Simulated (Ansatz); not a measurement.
Data:

GePd:
```
GePd
1.0
    3.17500     0.00000     0.00000
    0.00000     3.17500     0.00000
    0.00000     0.00000     3.17500
Pd Ge
1 1
Direct
  0.00000   0.00000   0.00000
  0.50000   0.50000   0.50000
```

This is the PBE-relaxed structure.

Task: All from plane-wave PAW PBE (Ansatz code), unless another level is named. Estimate the electronic character.

Result: metallic (no gap).

Task: Give the formation energy from the elements (no fitted shifts).

Result: -0.25 eV/atom.

Task: Give the density of states at the Fermi level.

Result: 0.48 states/eV per atom (mean over ±0.08 eV).

Space group Pm-3m (CsCl type). The cell is a constructed one: a structure type filled with these elements; neither database checked (COD, Materials Project) lists it. COD files the formula under space group No. 62, so this cell is another polymorph or a model. Its standing as an ambient phase is unchecked. The cell was relaxed with PBE under the symmetry of its start; whether a distortion lowers the energy is not shown. The run is not spin-polarised. The references are the lowest solids computed at this level, not always the standard phases. Scalar-relativistic: spin–orbit coupling is off unless named, which matters more the heavier the elements.

Potentials: the later of the program's two PAW sets.
